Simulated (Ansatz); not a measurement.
Relaxed-ion elastic tensor of C in space group P6_3/mmc (No. 194; C on 6h) in GPa (Voigt order), plane-wave PAW r²SCAN (Ansatz code); density 2.78 g/cm³, 7.16 Å³ per atom.

```tsv
	1	2	3	4	5	6
1	604	218	83.4	0.0	0.0	0.0
2	218	604	83.4	0.0	0.0	0.0
3	83.4	83.4	1080	0.0	0.0	0.0
4	0.0	0.0	0.0	381	0.0	0.0
5	0.0	0.0	0.0	0.0	381	0.0
6	0.0	0.0	0.0	0.0	0.0	193
```

Is the crystal mechanically stable?

Yes: the smallest eigenvalue of C is 193 GPa.

Work out the Voigt, Reuss and Hill averages.

K_V = 339, K_R = 330, K_H = 334; G_V = 318, G_R = 279, G_H = 298 GPa.

Give Young's modulus, Poisson's ratio, Pugh's ratio and the universal anisotropy index.

E = 9KG/(3K + G) = 689 GPa; ν = 0.16; K/G = 1.12 (brittle by the Pugh limit of 1.75); A_U = 5G_V/G_R + K_V/K_R − 6 = 0.73.

Estimate the sound speeds and the Debye temperature.

v_l = √((K + 4G/3)/ρ) = 16200 m/s, v_t = √(G/ρ) = 10300 m/s, mean 11400 m/s; Θ = (h/k)(3n/4πV)^(1/3) v_m = 1760 K.

How much does each axis shrink under pressure?

Linear compressibilities β_i = Σ_j S_ij (j = 1 to 3): x 1.1, y 1.1, z 0.75 per TPa.

The start of the workflow was typed in or built on a structure type. Its sites differ from those of the usual phase in this space group: another stacking or structure type. The r²SCAN relaxation kept the symmetry of its start; its stability against distortions is not shown here.

Potentials: the earlier of the program's two PAW sets.
